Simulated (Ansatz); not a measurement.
**Structures of NaTa: which is lowest?**

Plane-wave DFT in Ansatz with scalar-relativistic PAW potentials, cutoff 420 eV, Γ-centred meshes chosen by cell and gap, Gaussian smearing with energies taken to zero width. Every cell was relaxed (cell and atoms) in a run of its own, within the symmetry of its start. Functional: PBE.

Relaxed structures (starts from databases or built by putting these elements on another compound's sites):
A. P4/mmm, 2 atoms in the computed cell, a = 2.721 Å, c = 5.841 Å; sites (symmetry × multiplicity) Na 4/mmm × 1, Ta 4/mmm × 1; start: built
B. Amm2, 2 atoms in the computed cell, a = 5.962 Å, b = 2.708 Å, c = 5.250 Å; sites (symmetry × multiplicity) Na mm2 × 2, Ta mm2 × 2; start: built

Task: Rank them by energy. Could pressure change the order?

Result:
```csv
structure,group,E − E(lowest) (meV/atom),V (Å³/atom),gap on mesh (eV)
B,Amm2,0.0,21.19,0.00
A,P4/mmm,204,21.62,0.00
```

B is lowest, 204 meV/atom under A. The lowest is also the densest of these, so pressure wouldn't bring one of the others in at first order. Other structures may lie lower than all of these, and vibrations aren't counted.

Spin-orbit coupling is left out, which matters for the bands of heavy elements.